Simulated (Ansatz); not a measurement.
## H4NF: input and output

The input, for Ansatz 0.2.0 (plane waves, PAW):

```yaml
crystal:
  lattice:
    - [2.225477, 3.854639, 0.0]
    - [-2.225477, 3.854639, 0.0]
    - [0.0, 0.0, 7.182952]
  atoms:
    - { symbol: H, position: [0.457536, 0.084928, 0.428051] }
    - { symbol: H, position: [0.915072, 0.542464, 0.928051] }
    - { symbol: H, position: [0.457587, 0.457571, 0.428071] }
    - { symbol: H, position: [0.542429, 0.915158, 0.928071] }
    - { symbol: H, position: [0.084842, 0.457571, 0.428071] }
    - { symbol: H, position: [0.542429, 0.542413, 0.928071] }
    - { symbol: H, position: [0.3333, 0.3334, 0.217] }
    - { symbol: H, position: [0.6666, 0.6667, 0.717] }
    - { symbol: F, position: [0.3333, 0.3334, 0.0] }
    - { symbol: F, position: [0.6666, 0.6667, 0.5] }
    - { symbol: "N", position: [0.3333, 0.3334, 0.3781] }
    - { symbol: "N", position: [0.6666, 0.6667, 0.8781] }
  symmetry: { tolerance: 0.0003 }
kpoints:
  mp_grid: { grid: [7, 7, 4], shift: [0, 0, 0] }
  band_path:
    path:
      - [0.0, 0.0, 0.0]
      - [0.5, -2.0e-08, 0.0]
      - [0.66666665, 0.33333331, 0.0]
      - [0.0, 0.0, 0.0]
      - [0.0, 0.0, 0.5]
      - [0.5, -2.0e-08, 0.5]
      - [0.66666665, 0.33333331, 0.5]
      - [0.0, 0.0, 0.5]
      - [0.5, -2.0e-08, 0.5]
      - [0.5, -2.0e-08, 0.0]
      - [0.66666665, 0.33333331, 0.5]
    npoints: 6
magnetization:
  spin_polarized: false
scf:
  occupations: { method: fermi_dirac }
  lower_state_search: "off"
  max_iter: 200
hamiltonian:
  pseudopotentials: { kind: paw }
  xc: r2scan
basis:
  ecutwfc: 500
  fft_grid_basis: typed
output:
  forces: true
  stress: true
  eigenvalues: true
  bader: true
  populations: true
  elf: true
  write_potential: true
  volumetric_format: npy
  dos:
    e_range: [-12, 8]
    de: 0.05
    projected: { site_lists: { F: [F], H: [H], "N": ["N"] } }
checkpoint:
  read: saved_state
```

The run starts from an earlier solution of this cell. 

Output (shortened):

```
Free energy (F): -2521.7498 eV
Harris-Foulkes:  -2521.7498 eV  (|F-HF|=9.70e-9)
Internal energy: -2521.7498 eV  (E = F + TS)
E sigma→0 (E₀):  -2521.7498 eV
Fermi energy:    -0.3223 eV
--- Per-component energies (eV) ---
  E_band       = -331.5813
  E_kinetic    = 791.2516
  E_local      = -2704.0285  (includes V_loc(G=0)·N_el)
  E_nonlocal   = 249.2966
  E_hartree    = 993.6328
  E_xc         = -348.5658
  E_vxc        = -505.0348  (∫ρ·V_xc dr)
  E_paw        = -669.3797  (= ΣΔE_a)
  E_vpaw       = -185.2116  (= ΣTr[D̂ρ^β])
  E_aug_tail   = -0.0012  (compensation charges beyond the density's cutoff)
  E_vtau       = 34.8835  (kinetic-family band-sum trace: ∫τ·v_τ [+ j·A + Jᵃ·Aᵃ] dr)
  E_ewald      = -833.8336
  E_core_change = -0.1219  (= ΣΔE_core)
  E_smearing   =  0.0000  (= −TS)
--- Stress (GPa, compression-positive) ---
        2.5362       0.0000       0.0000
        0.0000       2.5362       0.0000
        0.0000       0.0000      -8.7855
  P = ⅓ Tr σ = -1.2377 GPa (-12.377 kbar)
--- Löwdin populations: 12 sites ---
  site symbol       q [e]
     0      H      0.6479
     1      H      0.6479
     2      H      0.6479
     3      H      0.6479
     4      H      0.6479
     5      H      0.6479
     6      H      0.6609
     7      H      0.6609
     8      F      7.6253
     9      F      7.6253
    10      N      5.5976
    11      N      5.5976
  spilling = 0.0108 (of n_electrons = 32.0000)
--- Bader charges: 12 sites ---
  site symbol  charge [e]  shift [e]
     0      H      0.5140     0.0016
     1      H      0.5140     0.0016
     2      H      0.5140     0.0016
     3      H      0.5140     0.0016
     4      H      0.5140     0.0016
     5      H      0.5140     0.0016
     6      H      0.5365     0.0046
     7      H      0.5365     0.0046
     8      F     -0.8114     0.0017
     9      F     -0.8114     0.0017
    10      N     -1.2671     0.0113
    11      N     -1.2671     0.0113
```

Origin: a database entry at a rescaled volume. Caveats: the exchange-correlation potential is rough where the density is thin; forces this large suggest misplaced atoms in the database entry; atoms or cell far from equilibrium.
